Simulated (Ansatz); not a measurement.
Input:

LiCl (rock salt), conventional cell a = 5.1504 Å, b = 5.1504 Å, c = 5.1504 Å, α = 90.00°, β = 90.00°, γ = 90.00°. The calculation uses the primitive cell of 2 atoms, to which meshes and values per cell refer.

Equation-of-state scan: isotropic scaling of the cell above, V₀ being its volume. Symmetry pins the atoms to their sites.

All values below come from PBE (plane waves to 420 eV, PAW, scalar-relativistic; Ansatz, a program for electronic structure). k mesh 11×11×11 (Γ-centred), Fermi-Dirac smearing 0.05 eV. E stands for the smeared free energy. Stress and pressure are positive under compression. LiCl was relaxed with its symmetry unable to fall. ΔE is measured from the relaxed starting cell.

The scan covers V/V₀ from 0.940 to 1.060 in 11 points.

Q: What pressure does the cell carry at V/V₀ = 0.940?

A: 2.25 GPa.

Q: What is ΔE at V/V₀ = 0.940?

A: 6.8 meV/atom.

Q: What is ΔE at V/V₀ = 1.060?

A: 5.5 meV/atom.

(Under strain, the slope of the energy per volume gives the stress and its curvature an elastic modulus.)
